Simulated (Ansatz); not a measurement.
LiF (rock salt)

```
LiF
1.0
    0.00000     3.99020     3.99020
    1.99510     0.00000     1.99510
    1.99510     1.99510     0.00000
F Li
2 2
Cartesian
  0.00000   0.00000   0.00000
  1.99510   1.99510   3.99020
  1.99510   1.99510   1.99510
  1.99510   3.99020   3.99020
```

The atoms are displaced by Q × the pattern below (from a DFPT mode at L = (0.5, 0.0, 0.0), largest move 1; Q in Å), at fixed cell. It is one choice among 2 degenerate patterns. (q is in reciprocal vectors of the primitive cell; the cell shown is doubled to hold the pattern.)

```json
[
 {"atom": "Li3", "x": "-0.285", "y": "0.520", "z": "-0.805"},
 {"atom": "Li4", "x": "0.285", "y": "-0.520", "z": "0.805"}
]
```

Atoms not listed stay in place.

These are r2SCAN (plane waves to 500 eV, PAW, scalar-relativistic; Ansatz, a first-principles code) values and carry that method's errors. k mesh 7×14×14 (Γ-centred), Fermi-Dirac smearing 0.05 eV. Energies are smeared free energies. LiF was relaxed with its symmetry unable to fall. ΔE is measured from the undisplaced structure.

```
Q (Å)   ΔE (meV/cell)
------  -------------
-0.180           76.7
-0.150           52.9
-0.120           33.6
-0.090       withheld
-0.060            8.3
-0.030            2.1
0.000             0.0
0.030             2.1
0.060             8.3
0.090        withheld
0.120            33.6
0.150            52.9
0.180            76.7
```

Fit an even polynomial form (powers 2, 4) to the given rows and predict ΔE at Q = 0.090.

Least squares on the 11 given rows: ΔE = (2308)·Q² + (1833)·Q⁴, in meV/cell with Q in Å; root-mean-square residual 0.03 meV/cell. At 0.090 the fit gives 18.8 meV/cell; the calculation gives 18.8 meV/cell, the same to the digits shown. The quadratic term alone would give 18.7 meV/cell.

(For displaced atoms, the force is minus the slope of the energy, and its curvature is a force constant, which sets phonon frequencies.)
